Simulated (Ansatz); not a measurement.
Method: DFT PBE, scalar-relativistic, plane waves, PAW in Ansatz 0.2.0. Cutoff 420 eV, Γ-centred 12×12×4 mesh (6-atom cell), Gaussian smearing of 0.02 eV, no spin polarisation.

The zero of energy is the elements' standard structures at the same level; no fitted shifts are applied.

Question: Suggest a trial structure for a trigonal semiconductor made of Al, As and Ga, with a gap near 0.5 eV, a formation energy near −0.40 eV/atom and about 24 Å³ per atom, in a cell of 6 atoms.

Answer: AlGa2As3, space group P3m1 (No. 156). Al has 4 As at 2.48 Å; Ga on its first site is surrounded by 4 As at 2.49 Å; Ga on its second site has 4 As at 2.48–2.49 Å; around As on its first site lie 3 Al at 2.48 Å and 1 Ga at 2.49 Å; 2 more sites not described.

```cif
data_structure
_symmetry_space_group_name_H-M 'P 1'
_symmetry_Int_Tables_number 1
_cell_length_a 4.0591
_cell_length_b 4.0591
_cell_length_c 9.9398
_cell_angle_alpha 90.000
_cell_angle_beta 90.000
_cell_angle_gamma 120.000
_cell_volume 141.83
loop_
_atom_site_label
_atom_site_type_symbol
_atom_site_fract_x
_atom_site_fract_y
_atom_site_fract_z
_atom_site_occupancy
Al1 Al 0.00000 0.00000 0.99950 1
Ga1 Ga 0.33333 0.66667 0.66689 1
Ga2 Ga 0.66667 0.33333 0.33340 1
As1 As 0.33333 0.66667 0.91763 1
As2 As 0.66667 0.33333 0.58331 1
As3 As 0.00000 0.00000 0.24926 1
```

* Volume per atom: 23.64 Å³
* Density: 4.58 g/cm³
* Energy over the elements: −0.396 eV/atom
* Gap on the 12×12×4 mesh of the 6-atom cell: 0.53 eV

The structure comes from a generated guess, relaxed at this level; another structure or a mixture of phases may lie lower. Other answers may fit too; this one was computed.

Kohn–Sham gaps at this level usually fall short of measured ones. The reference form of As is held partly by dispersion forces, which this level lacks. Symmetry constrained the relaxation, so the result can be a saddle point.
